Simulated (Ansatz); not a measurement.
**Zr2Ti3C5: rattling a relaxed structure**

It was reached by relaxing an invented guess, and it needn't be the stable form of this composition.

All numbers below come from Ansatz, DFT PBE, scalar-relativistic, plane waves, PAW. Settings: cutoff 420 eV, Γ-centred mesh 12×12×12 on the computed 10-atom cell, Gaussian smearing of 0.10 eV; no spin polarisation.

The cell below (10 atoms, space group R-3m (No. 166)) is relaxed within its symmetry.

```
Zr Ti C
1.0
     1.59190    0.91908   12.92013
    -1.59190    0.91908   12.92013
     0.00000   -1.83817   12.92013
Zr Ti C
2 3 5
Direct
  0.20258 0.20258 0.20258
  0.79742 0.79742 0.79742
  0.39653 0.39653 0.39653
  0.00000 0.00000 0.00000
  0.60347 0.60347 0.60347
  0.69827 0.69827 0.69827
  0.30173 0.30173 0.30173
  0.90521 0.90521 0.90521
  0.50000 0.50000 0.50000
  0.09479 0.09479 0.09479
```

For the test it was strained at random (σ = 1.5 % a component), the atoms were moved at random (σ = 0.05 Å), and all was relaxed again on a coarse 8×8×8 mesh (in the run’s order of axes) with 0.20 eV smearing, with no symmetry imposed.

**Question.** Does it come back?

**Answer.** It returns, within 1 meV/atom of the unmoved cell on that mesh and with the same symmetry when read at 0.1 Å. So it is stable against the distortions that fit this cell and that this random move excites. Modes that don't fit the cell aren't tested.
